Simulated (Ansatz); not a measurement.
Given:

SnPbSe2:
```
SnPbSe2
1.0
    2.15662     1.24512     7.04918
   -2.15662     1.24512     7.04918
    0.00000    -2.49025     7.04918
Sn Pb Se
1 1 2
Direct
  0.50000   0.50000   0.50000
  0.00000   0.00000   0.00000
  0.75266   0.75266   0.75266
  0.24734   0.24734   0.24734
```

This is the r²SCAN-relaxed structure.

Q: All from r²SCAN in the plane-wave PAW code Ansatz, unless another level is named. Give the HSE06 gap on the r²SCAN cell.

A: 0.22 eV.

Q: Next, the formation energy from the elements (no fitted shifts)?

A: -0.54 eV/atom.

Q: Give the band gap.

A: 0.10 eV (direct).

Q: Predict the valence-band maximum.

A: at F.

Space group R-3m. The first step of the workflow began from a Materials Project structure, measured or hypothetical; the Crystallography Open Database copy checked does not list it. With Sn and Pb taken as one species the cell has the higher symmetry Fm-3m, so it may be an ordered model of a mixed-site phase. Its standing as an ambient phase is unchecked. The cell was relaxed with r²SCAN under the symmetry of its start; phonons show weakly imaginary modes. The references are the lowest solids computed at this level, not always the standard phases. Scalar-relativistic: spin–orbit coupling is off unless named, which matters more the heavier the elements.

Potentials: the later of the program's two PAW sets.
